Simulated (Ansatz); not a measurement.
KI (rock salt)

```xyz
2
Lattice="0.0000 3.5458 3.5458 3.5458 0.0000 3.5458 3.5458 3.5458 0.0000" Properties=species:S:1:pos:R:3 pbc="T T T"
I      0.0000     0.0000     0.0000
K      3.5458     3.5458     3.5458
```

The slice is a {110} plane (indices of the conventional cell) through the point (0.000, 0.000, 0.000) (fractional), spanned by u = [100] and v = [1 -1 -1] in vectors of this cell: u (5.01 Å) and v (7.09 Å, at 90° to u). It covers one period; positions are fractions (u, v).

Calculation: r2SCAN (plane waves to 500 eV, PAW, scalar-relativistic; Ansatz, a program for electronic structure). k mesh 8×8×8. These are valence fields of a PAW run, semicore shells included where kept as valence: close to a nucleus they are smooth pseudo fields. KI was relaxed with its symmetry unable to fall. Spin-orbit coupling is left out, though I is heavy.

Problem. Sketch the valence electron density on this plane as a map.

Solution. 
```tsv
v \ u	0.00	0.14	0.29	0.43	0.57	0.71	0.86
0.90	0.3	-0.2	-0.9	-1.7	-1.7	-0.9	-0.2
0.80	-0.7	-0.9	-1.5	-2.1	-2.1	-1.5	-0.9
0.70	-1.2	-1.4	-2.0	-2.2	-2.2	-2.0	-1.4
0.60	0.2	-0.4	-1.6	-1.9	-1.9	-1.6	-0.4
0.50	0.6	0.2	-1.3	-1.8	-1.8	-1.3	0.2
0.40	0.2	-0.4	-1.6	-1.9	-1.9	-1.6	-0.4
0.30	-1.2	-1.4	-2.0	-2.2	-2.2	-2.0	-1.4
0.20	-0.7	-0.9	-1.5	-2.1	-2.1	-1.5	-0.9
0.10	0.3	-0.2	-0.9	-1.7	-1.7	-0.9	-0.2
0.00	1.3	0.2	-0.7	-1.6	-1.6	-0.7	0.2
```

Values: log₁₀ of the valence density in e/Å³. The scale is logarithmic, as a density can span decades between atoms and voids.
